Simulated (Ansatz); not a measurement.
Relaxed-ion elastic tensor of MgO (rock salt, Fm-3m) in GPa (Voigt order), plane-wave PAW r²SCAN (Ansatz code); density 3.60 g/cm³, 9.29 Å³ per atom.

```
 311  94.7  94.7   0.0   0.0   0.0
94.7   311  94.7   0.0   0.0   0.0
94.7  94.7   311   0.0   0.0   0.0
 0.0   0.0   0.0   157   0.0   0.0
 0.0   0.0   0.0   0.0   157   0.0
 0.0   0.0   0.0   0.0   0.0   157
```

**Question.** Is the crystal mechanically stable?

**Answer.** Yes: the smallest eigenvalue of C is 157 GPa.

**Question.** Work out the Voigt, Reuss and Hill averages.

**Answer.** K_V = 167, K_R = 167, K_H = 167; G_V = 137, G_R = 133, G_H = 135 GPa.

**Question.** Give Young's modulus, Poisson's ratio, Pugh's ratio and the universal anisotropy index.

**Answer.** E = 9KG/(3K + G) = 319 GPa; ν = 0.18; K/G = 1.23 (brittle by the Pugh limit of 1.75); A_U = 5G_V/G_R + K_V/K_R − 6 = 0.17.

**Question.** Estimate the sound speeds and the Debye temperature.

**Answer.** v_l = √((K + 4G/3)/ρ) = 9810 m/s, v_t = √(G/ρ) = 6120 m/s, mean 6750 m/s; Θ = (h/k)(3n/4πV)^(1/3) v_m = 956 K.

**Question.** Give the Zener ratio and Young's modulus along [100], [110] and [111].

**Answer.** A = 2C44/(C11 − C12) = 1.45; 1/E = S11 − 2(S11 − S12 − S44/2)Γ with Γ = 0, 1/4, 1/3 gives 267, 330, 358 GPa.

**Question.** Solve the Christoffel equation for the three sound speeds along [100], [110], [111].

**Answer.** Eigenvalues of C_ijkl n_j n_l equal ρv². In km/s, slowest first: [100] 6.60, 6.60, 9.29; [110] 5.48, 6.60, 9.99; [111] 5.88, 5.88, 10.21.

The r²SCAN relaxation kept the symmetry of its start.

Potentials: the later of the program's two PAW sets.
